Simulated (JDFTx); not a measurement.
System: Mo(110) (Im-3m bulk; lattice of mp-129, not re-optimised at this level), 1x1 cell of 6 atoms in 6 planes, area 7.09 Å² a face, 11.0 Å between the outermost planes in a cell 27.2 Å high; k mesh 8×8×1, Fermi width 0.01 Ha, no spin polarisation.

Level of theory: PBE, GBRV ultrasoft potentials, plane waves to 20/100 Ha; code: a modified build of JDFTx. Liquid: CANDLE, water, 1 M NaCl. The neutral cell holds 84 valence electrons and has two faces of 7.095 Å² each. Last filling lines of the neutral and of a charged run (μ in hartree, zero in the bulk liquid):

```
FillingsUpdate:  mu: -0.155012934  nElectrons: 84.000000
FillingsUpdate:  mu: -0.166842000  nElectrons: 83.947205
```

Worked example: both potentials, by the convention U = −μ/e − 4.44 V vs SHE, the surface charge density and the mean capacitance.

U_pzc = 0.15501 × 27.2114 − 4.44 = -0.22 V; U = 0.16684 × 27.2114 − 4.44 = 0.10 V. The cell has -0.0528 excess electrons, a net charge of 0.0528 e, shared by two faces: σ = 0.0528 e / (2 × 7.095 Å²) = 0.00372 e/Å² = 6.0 μC/cm² (1 e/Å² = 1602.18 μC/cm²). C = σ/(U − U_pzc) = 6.0/0.32 ≈ 19 μF/cm².
